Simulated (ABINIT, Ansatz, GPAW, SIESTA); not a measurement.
# Sn3Se: programs and potentials compared

```
Sn Se
1.0
     4.74188    0.00000    0.00000
     0.00000    4.74188    0.00000
     0.00000    0.00000    4.74188
Sn Se
3 1
Direct
  0.50000 0.50000 0.00000
  0.50000 0.00000 0.50000
  0.00000 0.50000 0.50000
  0.00000 0.00000 0.00000
```

The cell comes from a database or a generator and needn't be the stable form of this composition.

Alike in all runs: task single point; functional PBEsol; k mesh 6 × 6 × 6; occupations fermi-dirac, width 0.05 eV; no spin polarisation; no spin-orbit coupling. A missing gap at this level doesn't show that the real crystal is a metal. Pressure is positive in compression and, in plane waves, holds the error of the finite cutoff, which Ansatz's Pulay term estimates and takes out.

```csv
program and potentials,plane-wave cutoff (eV),notes,band gap (eV),pressure (GPa)
"Ansatz, Ansatz PAW",420,"potentials made for PBE, which Ansatz adapts in part; 14.5 valence electrons an atom on average; Pulay term of +0.03 GPa included",no gap,-2.64
"Ansatz, all-electron LAPW, scalar-relativistic",-,-,no gap,-2.64
"GPAW, PAW data sets generated for this functional",600,12 valence electrons an atom on average,?,?
"SIESTA, files PseudoDojo sr-pbesol-0.4.1-standard, DZP (energy shift 0.003 Ry; two zetas on semicore shells)",-,atomic basis; 14.5 valence electrons an atom on average,no gap,-1.72
"ABINIT, PseudoDojo NC SR PBEsol v0.4.1 standard",1170,14.5 valence electrons an atom on average,no gap,-2.58
```

**Question.** Estimate from the other rows what the run with GPAW, PAW data sets generated for this functional gave.

**Answer.** No band gap; pressure -2.82 GPa. The other rows, which needn't bracket it: pressure -2.64 to -1.72.
